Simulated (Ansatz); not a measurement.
LaN:
```cif
data_La2N2
_chemical_formula_sum 'La2 N2'
_space_group_name_H-M_alt 'P63mc'
_space_group_IT_number 186
_space_group_name_Hall 'P 6c -2c'
_cell_length_a 4.15665
_cell_length_b 4.15665
_cell_length_c 5.85871
_cell_angle_alpha 90.000
_cell_angle_beta 90.000
_cell_angle_gamma 120.000
loop_
_atom_site_label
_atom_site_type_symbol
_atom_site_symmetry_multiplicity
_atom_site_Wyckoff_symbol
_atom_site_fract_x
_atom_site_fract_y
_atom_site_fract_z
_atom_site_occupancy
La1 La 2 b 0.66667 0.33333 0.49471 1
N1 N 2 b 0.33333 0.66667 0.41529 1
```

Relaxed with r²SCAN.

Q: Which orbitals make up the states near the band edges in plane-wave PAW r²SCAN (Ansatz code)?

A: Top 1 eV of the valence band: N 2p 74 %, La 5d 14 %, La 5p 7 %. Bottom 1 eV of the conduction band: La 5d 60 %, La 4f 18 %, N 2p 10 %, La 6s 7 %. Projections are on Löwdin-orthogonalised atomic valence shells; empty p or d shells of many metals are not among them.

Q: Tabulate the density of states.

A: States/eV per cell of 4 atoms, in 0.25 eV bins, energy from the valence-band maximum.

| E (eV) | total | N 2p | La 4f | La 5d |
|---|---|---|---|---|
| -7.85 | 0.00 | 0.00 | 0.00 | 0.00 |
| -7.60 | 0.00 | 0.00 | 0.00 | 0.00 |
| -7.35 | 0.00 | 0.00 | 0.00 | 0.00 |
| -7.10 | 0.00 | 0.00 | 0.00 | 0.00 |
| -6.85 | 0.00 | 0.00 | 0.00 | 0.00 |
| -6.60 | 0.00 | 0.00 | 0.00 | 0.00 |
| -6.35 | 0.00 | 0.00 | 0.00 | 0.00 |
| -6.10 | 0.00 | 0.00 | 0.00 | 0.00 |
| -5.85 | 0.00 | 0.00 | 0.00 | 0.00 |
| -5.60 | 0.00 | 0.00 | 0.00 | 0.00 |
| -5.35 | 0.00 | 0.00 | 0.00 | 0.00 |
| -5.10 | 0.00 | 0.00 | 0.00 | 0.00 |
| -4.85 | 0.00 | 0.00 | 0.00 | 0.00 |
| -4.60 | 0.00 | 0.00 | 0.00 | 0.00 |
| -4.35 | 0.00 | 0.00 | 0.00 | 0.00 |
| -4.10 | 0.00 | 0.00 | 0.00 | 0.00 |
| -3.85 | 0.00 | 0.00 | 0.00 | 0.00 |
| -3.60 | 0.00 | 0.00 | 0.00 | 0.00 |
| -3.35 | 0.00 | 0.00 | 0.00 | 0.00 |
| -3.10 | 0.00 | 0.00 | 0.00 | 0.00 |
| -2.85 | 0.00 | 0.00 | 0.00 | 0.00 |
| -2.60 | 3.02 | 1.66 | 0.05 | 0.99 |
| -2.35 | 5.83 | 3.30 | 0.11 | 1.84 |
| -2.10 | 4.34 | 2.58 | 0.11 | 1.30 |
| -1.85 | 6.25 | 3.89 | 0.19 | 1.76 |
| -1.60 | 7.90 | 5.14 | 0.32 | 2.00 |
| -1.35 | 7.28 | 4.95 | 0.34 | 1.56 |
| -1.10 | 5.96 | 4.13 | 0.26 | 1.16 |
| -0.85 | 3.42 | 2.46 | 0.12 | 0.55 |
| -0.60 | 2.16 | 1.59 | 0.07 | 0.30 |
| -0.35 | 1.35 | 1.04 | 0.04 | 0.13 |
| -0.10 | 0.51 | 0.40 | 0.01 | 0.03 |
| 0.15 | 0.00 | 0.00 | 0.00 | 0.00 |
| 0.40 | 0.00 | 0.00 | 0.00 | 0.00 |
| 0.65 | 0.00 | 0.00 | 0.00 | 0.00 |
| 0.90 | 0.00 | 0.00 | 0.00 | 0.00 |
| 1.15 | 0.00 | 0.00 | 0.00 | 0.00 |
| 1.40 | 0.00 | 0.00 | 0.00 | 0.00 |
| 1.65 | 0.08 | 0.00 | 0.02 | 0.00 |
| 1.90 | 1.08 | 0.09 | 0.13 | 0.70 |
| 2.15 | 2.99 | 0.28 | 0.50 | 1.84 |
| 2.40 | 4.09 | 0.48 | 0.91 | 2.26 |
| 2.65 | 4.09 | 0.40 | 1.15 | 1.97 |
| 2.90 | 3.63 | 0.26 | 1.19 | 1.64 |
| 3.15 | 2.84 | 0.14 | 0.90 | 1.46 |
| 3.40 | 3.02 | 0.09 | 1.34 | 1.40 |
| 3.65 | 6.99 | 0.17 | 4.18 | 2.30 |
| 3.90 | 15.03 | 0.21 | 12.07 | 2.33 |

Space group P6_3mc. The workflow started from a Materials Project entry (that database holds measured and hypothetical structures alike); the Crystallography Open Database copy checked does not list it. COD files the formula under space group No. 225. Whether it is the stable phase at ambient conditions was not checked. Symmetry was held in the r²SCAN relaxation; whether a distortion lowers the energy is not shown. Scalar-relativistic: spin–orbit coupling is off unless named, which matters more the heavier the elements.

Potentials: the later of the program's two PAW sets.
